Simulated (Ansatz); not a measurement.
Input file for Ansatz (a program for electronic structure):

Ansatz 0.2 input:
```yaml
crystal:
  lattice:
    - [1.7628144918, 1.0177614214, 9.4861037389]
    - [-1.7628144918, 1.0177614214, 9.4861037389]
    - [0.0, -2.0355228428, 9.4861037389]
  atoms:
    - { symbol: Zr, position: [0.2076555509, 0.2076555509, 0.2076555509] }
    - { symbol: Zr, position: [0.7923444491, 0.7923444491, 0.7923444491] }
    - { symbol: Br, position: [0.3928224419, 0.3928224419, 0.3928224419] }
    - { symbol: Br, position: [0.6071775581, 0.6071775581, 0.6071775581] }
kpoints:
  mp_grid: { grid: [13, 13, 13] }
hamiltonian:
  xc: r2scan
  dispersion: d4
  pseudopotentials: { kind: paw }
scf:
  occupations: { method: gaussian, width: 0.05 }
checkpoint: { read: metal.run }
output: { write_density: true, elf: true, volumetric_format: npy }
basis: { fft_grid_basis: typed }
```

Output (shortened):

```
Pseudopotential: Zr, paw, valence charge 12
Pseudopotential: Br, paw, valence charge 7
Functional definition: r2SCAN
Crystal: 4 atoms, lattice volume = 102.116 Å³
Basis set: ecut = 500 eV, 2573 PW (Γ), exchange–correlation on 288×288×288 points (64 copies of the dense FFT grid, shifted against one another)
Bands: 27, of which v1, the nominal top of the filled ones, is band 19 counted from 1 (18 counted from 0)
Symmetry: 12 space group operations
Space group: R-3m (ITA 166), of the structure as read, at distance tolerance 4.7e-5 Å
k-points: 231 of 2197
Stability of the state it starts from, as read at its close in the unpolarized treatment …
iter 1 solved again at ethr=3.05e-7 eV; its pass at ethr=3.10e-3 eV (dr2=1.16e-4 eV) is discarded
SCF iter   1: F=—  HF=-13980.835269 eV  |F-HF|=—  |Δ(HF+E_count)|=         —  Δρ=1.01e-6  dr2=1.18e-9  dr2_τ=1.65e-10  ethr=3.05e-7  ⟨swp⟩=3.7  Hψ=47382  notcnv=0
preconditioner: auto → LDOS
SCF iter   2: F=—  HF=-13980.835358 eV  |F-HF|=—  |Δ(HF+E_count)|=   8.90e-5  Δρ=1.36e-6  dr2=8.96e-9  dr2_τ=2.17e-10  ethr=3.12e-12  ⟨swp⟩=7.6  Hψ=28538  notcnv=0
SCF iter   3: F=-13980.835358 eV  HF=-13980.835358 eV  |F-HF|=1.46e-10  |Δ(HF+E_count)|=   1.76e-9  Δρ=7.98e-7  dr2=4.30e-10  dr2_τ=1.03e-10  ethr=3.12e-12  ⟨swp⟩=1.0  Hψ=15522  notcnv=0
SCF 1 converged in 3 iterations: F = -13980.835358 eV  dr2 = 4.30e-10
SCF converged after 3 iterations
Free energy (F): -13980.835358 eV
Harris-Foulkes:  -13980.835358 eV  (|F-HF|=1.46e-10)
Internal energy: -13980.834614 eV  (E = F + TS)
E sigma→0 (E₀):  -13980.834986 eV
Entropy (-TS):   -0.000744 eV (-0.186 meV/atom)
Fermi energy:    10.201652 eV
--- Per-component energies (eV) ---
  E_band       = -316.021242
  E_kinetic    = 931.414023
  E_local      = -2586.450341  (includes V_loc(G=0)·N_el)
  E_nonlocal   = 298.769619
  E_hartree    = 918.763843
  E_xc         = -813.046291
  E_vxc        = -650.099237  (∫ρ·V_xc dr)
  E_paw        = -10482.096761  (= ΣΔE_a)
  E_vpaw       = -182.759485  (= ΣTr[D̂ρ^β])
  E_aug_tail   = 0.000018  (compensation charges beyond the density's cutoff)
  E_vtau       = 35.576792  (kinetic-family band-sum trace: ∫τ·v_τ [+ j·A + Jᵃ·Aᵃ] dr)
  E_ewald      = -2247.200850
  E_disp       = -0.342001  (pairwise vdW)
  E_core_change = -0.645871  (= ΣΔE_core)
  E_smearing   = -0.000744  (= −TS)
  E_closure    = 0.000000  (closes the sum)
  Σ components = -13980.835358   (vs F -13980.835358, Δ=0.00e0)
  [band-id]    e_kinetic+e_local+e_nonlocal+2·e_hartree+e_vxc+e_vpaw+e_augmentation_tail+e_vtau = -316.020927   (vs E_band -316.021242, Δ=3.15e-4)
--- Band table (eV; the first three rows and the last of 231) ---
  k-point 0: bands = ["-41.3947", "-41.2895", "-19.0354", "-18.5412", "-18.5412", "-18.5175", "-18.4128", "-18.4128", "-8.1082", "-7.9297", "2.8776", "4.1083", "6.0502", "6.0502", "6.2054", "6.2054", "7.1267", "8.3236", "10.2418", "10.2418", "10.8017", …
  k-point 1: bands = ["-41.3916", "-41.2891", "-19.0275", "-18.5961", "-18.5481", "-18.4840", "-18.4304", "-18.4147", "-8.0717", "-7.8999", "2.9594", "4.1519", "5.8060", "5.8618", "6.0026", "6.1662", "7.2769", "8.3039", "10.0495", "10.2559", "10.8670", …
  k-point 2: bands = ["-41.3828", "-41.2882", "-19.0064", "-18.6771", "-18.5668", "-18.4863", "-18.4535", "-18.4203", "-7.9687", "-7.8157", "3.1850", "4.2612", "5.1221", "5.2419", "5.8781", "6.0488", "7.4893", "8.2614", "9.6494", "10.3444", "10.8754", …
  k-point 230: bands = ["-41.3916", "-41.2891", "-19.0275", "-18.5961", "-18.5481", "-18.4841", "-18.4304", "-18.4147", "-8.0478", "-7.9251", "3.2731", "3.6709", "5.8452", "5.8777", "6.0642", "6.1006", "7.7448", "8.0088", "10.0310", "10.2450", "10.7879", …
```

Cost: around 70 core-seconds (rough) on shared cores.

The workflow started from an entry of the Crystallography Open Database (COD). Its standing as an ambient phase is unchecked. The r²SCAN+D4 relaxation kept the symmetry of its start; its stability against distortions is not shown here. The run is not spin-polarised. Spin–orbit coupling is left out wherever it is not named.

Potentials: the later of the program's two PAW sets.

Ansatz is a plane-wave DFT program.
